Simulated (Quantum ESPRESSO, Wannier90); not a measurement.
**Ag (hcp (Mg type), model phase), plane waves to Wannier functions**

```xyz
2
Lattice="2.9223 0.0000 0.0000 -1.4611 2.5308 0.0000 0.0000 0.0000 4.7017" Properties=species:S:1:pos:R:3 pbc="T T T"
Ag     1.4611    -0.8436     1.1754
Ag    -1.4611     0.8436    -1.1754
```

Structure: Materials Project mp-10597, symmetrised, not relaxed again. This isn't the element's usual structure (fcc); take it as a model of another phase. Level: PBEsol, spinors with spin-orbit coupling; pw.x of Quantum ESPRESSO at 66 Ry with PseudoDojo potentials, 6×6×4 k-points, Wannier90. Density: 18×18×10 mesh, cold smearing 0.01 Ry.

A tight-binding model is made by disentanglement and projection with no localisation steps (num_iter = 0), so the 36 orbitals stay atom-like: hydrogen-like Ag: s;p;d, axes along x, y, z; frozen window up to 3.00 eV relative to the Fermi level. It follows pw.x to 9.7 meV rms for states up to 1.0 eV relative to the Fermi level. Matrix elements depend on this choice of orbitals and windows. The run ended at its step limit with the spread still drifting slowly, so a lower minimum may lie further on.

Problem. What are the on-site energies relative to the Fermi level, and how fast do the hoppings decay?

Solution. 
| atom | orbitals | energy (eV) |
|---|---|---|
| Ag1 | s↑ | 4.42 |
| Ag1 | s↓ | 4.46 |
| Ag1 | pz↑ pz↓ | 10.79 |
| Ag1 | px↑ px↓ py↑ py↓ | 10.88 |
| Ag1 | dz2↑ dz2↓ | -4.20 |
| Ag1 | dxz↑ dxz↓ dyz↑ dyz↓ dx2-y2↑ dx2-y2↓ dxy↑ dxy↓ | -4.18 |
| Ag2 | s↑ | 4.41 |
| Ag2 | s↓ | 4.45 |
| Ag2 | pz↑ pz↓ | 10.78 |
| Ag2 | px↑ px↓ py↑ py↓ | 10.87 |
| Ag2 | dz2↑ dz2↓ | -4.20 |
| Ag2 | dxz↑ dxz↓ dyz↑ dyz↓ dx2-y2↑ dx2-y2↓ dxy↑ dxy↓ | -4.18 |

```json
[
 {"distance of the centres (Å)": "2–3", "largest modulus (eV)": "2.9"},
 {"distance of the centres (Å)": "3–4", "largest modulus (eV)": "1.7"},
 {"distance of the centres (Å)": "4–5", "largest modulus (eV)": "0.21"},
 {"distance of the centres (Å)": "5–6", "largest modulus (eV)": "0.23"},
 {"distance of the centres (Å)": "6–7", "largest modulus (eV)": "0.14"}
]
```
